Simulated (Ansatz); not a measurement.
The elements of this relaxed trial crystal are hidden behind letters.

```
lattice vectors (Å)
   4.0540    0.0000    0.0000
  -2.0270    3.5108    0.0000
   0.0000    0.0000    9.9348
fractional positions
X 0.0000 0.0000 0.0004
X 0.6667 0.3333 0.3334
Z 0.3333 0.6667 0.6662
Q 0.0000 0.0000 0.7508
Q 0.3333 0.6667 0.4158
Q 0.6667 0.3333 0.0834
```

These are results of DFT PBE, scalar-relativistic, plane waves, PAW in Ansatz 0.2.0, not measurements. Plane waves to 420 eV, a 12×12×4 mesh through Γ for the 6-atom cell and 0.02 eV Gaussian smearing; no spin polarisation.

| Property | Result |
| --- | --- |
| Space group | P3m1 (No. 156) |
| Conventional cell | a = 4.054 Å, c = 9.935 Å |
| Volume per atom | 23.57 Å³ |
| Density | 4.09 g/cm³ |
| Energy over the elements | −0.441 eV/atom |
| Gap on the 12×12×4 mesh of the 6-atom cell | 0.95 eV |

Energies are uncorrected and count from the elements' standard states at the same level.

Task: X is a p-block element of period 3, Z is a p-block element of period 4 and Q is a p-block element of period 4. Which elements are they?

Result: X = Al, Z = Ga, Q = As, so the formula is Al2GaAs3. Density times volume gives a mean mass of 4.09 × 23.57/1.6605 = 58.1 u per atom, and this set has 58.1 u. Around Al on its first site lie 4 As at 2.48 Å; Ga has 4 As at 2.49 Å; As on its first site has 1 Al at 2.48 Å and 3 Ga at 2.49 Å; 3 more sites not described. Other sets within the hints have nearly the same mass, so mass alone doesn't settle it; this one was computed.

Kohn–Sham gaps at this level usually fall short of measured ones. A later test with randomly moved atoms came back to the same energy, though modes that don't fit the test's cell weren't probed.
